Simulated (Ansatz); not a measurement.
MoPd:
```yaml
crystal:
  lattice:
    - [2.69517, 0.00000, 0.00000]
    - [0.00000, 2.69517, 0.00000]
    - [0.00000, 0.00000, 4.12538]
  atoms:
    - { symbol: Pd, position: [0.00000, 0.00000, 0.00000] }
    - { symbol: Mo, position: [0.50000, 0.50000, 0.50000] }
```

Relaxed with r²SCAN.

Task: Give the Bader charges and basin volumes of the independent atoms, r²SCAN (plane waves, PAW; program Ansatz).

Result: 

```csv
atom,Bader charge (e),Bader volume (Å³)
Pd1,-0.60,15.7
Mo2,+0.60,14.2
```

Space group P4/mmm (L1₀ or tetragonal B2). The start of the workflow was typed in or built on a structure type; neither database checked (COD, Materials Project) lists it. Its standing as an ambient phase is unchecked. The cell was relaxed with r²SCAN under the symmetry of its start; whether a distortion lowers the energy is not shown. No spin polarisation was allowed.

Potentials: the later of the program's two PAW sets.
